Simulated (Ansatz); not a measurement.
Nb₃In (A15 (Cr3Si type), Pm-3n), the program Ansatz at the PBE level (PAW), all energies at zero smearing, with the estimated change up to a 700 eV cutoff added, with one set of potentials and settings (totals compare only within such a set). Cell of 8 atoms (6 Nb, 2 In): -38509.242 eV.

```csv
element,reference phase,E (eV/atom)
Nb,"Im-3m, 1 atoms in the cell",-4552.2836
In,"I4/mmm, 1 atoms in the cell",-5597.8481
```

Formation energy per atom, worked out: (-38509.242 − 6×(-4552.2836) − 2×(-5597.8481))/8 = 0.019 eV/atom (2 kJ per mol of atoms), at 0 K, without zero-point energy or fitted corrections.

The first step of the workflow began from a Materials Project structure, measured or hypothetical; the Crystallography Open Database files this formula in space group No. 223, but the cells were not matched. Its standing as an ambient phase is unchecked. The cell was relaxed with PBE under the symmetry of its start; whether a distortion lowers the energy is not shown. No spin polarisation was allowed. The references are the lowest solids computed at this level, not always the standard phases.

Potentials: the later of the program's two PAW sets.
